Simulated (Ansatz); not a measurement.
Li:
```cif
data_Li2
_chemical_formula_sum 'Li2'
_space_group_name_H-M_alt 'P 1'
_space_group_IT_number 1
_cell_length_a 3.09282
_cell_length_b 3.09282
_cell_length_c 5.06420
_cell_angle_alpha 90.000
_cell_angle_beta 90.000
_cell_angle_gamma 120.000
loop_
_space_group_symop_operation_xyz
  'x, y, z'
loop_
_atom_site_label
_atom_site_type_symbol
_atom_site_fract_x
_atom_site_fract_y
_atom_site_fract_z
_atom_site_occupancy
Li1 Li 0.33333 0.66667 0.25000 1
Li2 Li 0.66667 0.33333 0.75000 1
```

Relaxed with r²SCAN.

Which orbitals make up the states near the Fermi level in plane-wave PAW r²SCAN (Ansatz code)?

Within 0.5 eV of the Fermi level: Li 2s 67 %, outside the projected shells 32 %. Projections are on Löwdin-orthogonalised atomic valence shells; empty p or d shells of many metals are not among them.

Tabulate the density of states.

States/eV per cell of 2 atoms, in 0.25 eV bins, energy from the Fermi level.

```
E (eV)  total  Li 2s  Li 1s
------  -----  -----  -----
-4.05    0.00   0.00   0.00
-3.80    0.07   0.07   0.01
-3.55    0.21   0.19   0.01
-3.30    0.28   0.26   0.01
-3.05    0.34   0.32   0.01
-2.80    0.39   0.37   0.01
-2.55    0.43   0.41   0.01
-2.30    0.47   0.45   0.01
-2.05    0.51   0.49   0.01
-1.80    0.55   0.52   0.00
-1.55    0.58   0.55   0.00
-1.30    0.62   0.58   0.00
-1.05    0.65   0.60   0.00
-0.80    0.69   0.62   0.00
-0.55    0.74   0.63   0.00
-0.30    0.80   0.63   0.00
-0.05    0.93   0.64   0.01
0.20     0.91   0.55   0.01
0.45     0.86   0.46   0.01
0.70     0.82   0.36   0.01
0.95     0.81   0.29   0.01
1.20     0.95   0.32   0.01
1.45     0.85   0.25   0.00
1.70     0.74   0.19   0.00
1.95     0.63   0.13   0.00
2.20     0.56   0.11   0.00
2.45     0.34   0.05   0.00
2.70     0.26   0.03   0.00
2.95     0.17   0.02   0.00
3.20     0.33   0.11   0.00
3.45     0.63   0.19   0.00
3.70     1.19   0.46   0.01
3.95     1.49   0.52   0.01
4.20     1.07   0.27   0.01
4.45     0.88   0.17   0.00
4.70     0.83   0.13   0.00
```

Space group P6_3/mmc (hcp (Mg type)). The workflow started from a Materials Project entry (that database holds measured and hypothetical structures alike); the Crystallography Open Database files this formula in space group No. 194, but the cells were not matched. It is not the phase usual at ambient conditions (space group No. 229). The r²SCAN relaxation kept the symmetry of its start; whether a distortion lowers the energy is not shown.

Potentials: the later of the program's two PAW sets.
